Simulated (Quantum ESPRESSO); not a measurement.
```cif
data_BrNa3O
_chemical_formula_sum 'O1 Na3 Br1'
_space_group_name_H-M_alt 'P 1'
_space_group_IT_number 1
_cell_length_a 4.53313
_cell_length_b 4.53313
_cell_length_c 4.53313
_cell_angle_alpha 90.000
_cell_angle_beta 90.000
_cell_angle_gamma 90.000
loop_
_space_group_symop_operation_xyz
  'x, y, z'
loop_
_atom_site_label
_atom_site_type_symbol
_atom_site_fract_x
_atom_site_fract_y
_atom_site_fract_z
_atom_site_occupancy
O1 O 0.50000 0.50000 0.50000 1
Na1 Na 0.00000 0.50000 0.50000 1
Na2 Na 0.50000 0.00000 0.50000 1
Na3 Na 0.50000 0.50000 0.00000 1
Br1 Br 0.00000 0.00000 0.00000 1
```

The geometry is that of Materials Project entry mp-985586, symmetrised and not relaxed again.

Task: What does PBEsol (pw.x of Quantum ESPRESSO, ONCV potentials, with spin-orbit coupling) give for the electronic structure near the Fermi level?

Result: The PBEsol gap is direct, 1.94 eV at Γ. The cell is held in this high symmetry; tilts and polar distortions were not searched.

The structure is a Materials Project entry; no match was found in the copy of COD used, and its stability was not checked.
